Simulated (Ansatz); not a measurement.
Consider the following.

Zr3N4:
```cif
data_N8Zr6
_chemical_formula_sum 'N8 Zr6'
_space_group_name_H-M_alt 'P 1'
_space_group_IT_number 1
_cell_length_a 5.80463
_cell_length_b 5.80463
_cell_length_c 5.80463
_cell_angle_alpha 109.471
_cell_angle_beta 109.471
_cell_angle_gamma 109.471
loop_
_space_group_symop_operation_xyz
  'x, y, z'
loop_
_atom_site_label
_atom_site_type_symbol
_atom_site_fract_x
_atom_site_fract_y
_atom_site_fract_z
_atom_site_occupancy
N1 N 0.14175 0.14175 0.14175 1
N2 N 0.85825 0.50000 0.00000 1
N3 N 0.50000 0.00000 0.35825 1
N4 N 0.00000 0.85825 0.50000 1
N5 N 0.35825 0.50000 0.00000 1
N6 N 0.64175 0.64175 0.64175 1
N7 N 0.00000 0.35825 0.50000 1
N8 N 0.50000 0.00000 0.85825 1
Zr1 Zr 0.25000 0.62500 0.37500 1
Zr2 Zr 0.37500 0.25000 0.62500 1
Zr3 Zr 0.75000 0.87500 0.12500 1
Zr4 Zr 0.12500 0.75000 0.87500 1
Zr5 Zr 0.62500 0.37500 0.25000 1
Zr6 Zr 0.87500 0.12500 0.75000 1
```

This is the PBEsol-relaxed structure.

**Question.** All from DFT-PBEsol in the program Ansatz with PAW potentials, unless another level is named. Estimate the Born charges (a third of the trace).

**Answer.** N -3.72, Zr +4.96 e.

**Question.** Give the largest static χ(2) component.

**Answer.** 12 pm/V.

**Question.** Give the electronic dielectric constant ε∞ (DFPT).

**Answer.** 13.2.

**Question.** And the static dielectric constant ε0 (ions relaxed, cell fixed)?

**Answer.** 38.4.

Space group I-43d. The cell was relaxed with PBEsol under the symmetry of its start. The run is not spin-polarised. Spin–orbit coupling is left out wherever it is not named.

Potentials: the later of the program's two PAW sets.
